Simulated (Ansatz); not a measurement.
# Relaxing a structure of TiB$_{2}$

The start is a generated cell, TiB2 placed in the MoSi2 structure type. A full variable-cell relaxation at zero pressure is run with PBEsol (plane waves to 420 eV, PAW, scalar-relativistic; Ansatz, a first-principles code). The first steps use a coarse 11×11×11 k-mesh.

Initial structure:
```yaml
crystal:
  lattice:
    - [-1.41950, 1.41950, 3.47429]
    - [1.41950, -1.41950, 3.47429]
    - [1.41950, 1.41950, -3.47429]
  atoms:
    - { symbol: Ti, position: [0.00000, 0.00000, 0.00000] }
    - { symbol: B, position: [0.33530, 0.33530, 0.00000] }
    - { symbol: B, position: [0.66470, 0.66470, 0.00000] }
```

```yaml
outcome: The space group stays I4/mmm (No. 139) (the run could not lower it), with 3 atoms in the primitive cell
volume_change: +6.6 %, from 9.33 to 9.95 Å³/atom
band_gap_at_the_end: zero (metallic)
optimiser_moves: 18
```

Final values are on a 21×21×21 k-mesh of the relaxed cell. No spin polarisation in the result.

The run could not lose the symmetry of its start, so the end can be a saddle point.

The relaxed structure here is a generated cell of TiB2: the first start was made by placing the elements on the sites of a structure type, and the end was not matched to a known phase here, so it may be hypothetical. Known forms of TiB2 include space group No. 191.
